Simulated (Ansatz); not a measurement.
# Li, one cell by several methods

```
Li
1.0
    -1.71500    1.75000    1.75000
     1.75000   -1.71500    1.75000
     1.75000    1.75000   -1.71500
Li
1
Direct
  0.00000 0.00000 0.00000
```

Structure: COD 9011628, as refined from experiment and not relaxed. The listed cell was then made from it by scaling, straining or moving an atom.

Methods: DFT, PBEsol, PAW with Ansatz's default frozen-core files, scalar-relativistic (Ansatz 0.2.0); DFT, PBEsol, all-electron LAPW, scalar-relativistic (Ansatz 0.2.0).

For PAW: a Γ-centred 15×15×15 k mesh, Fermi–Dirac smearing of 0.08 eV, cutoff 420 eV, no spin polarisation; the PAW files were made with PBE, and the program remakes their frozen cores for this functional. LAPW targets a basis error of 0.25 meV/atom. The Ansatz runs share mesh, smearing and spin set-up. Plane-wave (PAW) pressures include the program's estimate of the Pulay term.

Stress and pressure are positive in compression.

The change that made this cell: equal xy, yz and zx engineering shear strains of +2 %.

PAW results:

| quantity | PAW |
| --- | --- |
| pressure (GPa) | -0.71 |
| stress yz (GPa) | -0.18 |
| stress xz (GPa) | -0.18 |
| stress xy (GPa) | -0.18 |

Problem. What does all-electron LAPW give for the same quantities?

Solution. 
| quantity | LAPW |
| --- | --- |
| pressure (GPa) | -0.71 |
| stress yz (GPa) | -0.18 |
| stress xz (GPa) | -0.18 |
| stress xy (GPa) | -0.18 |
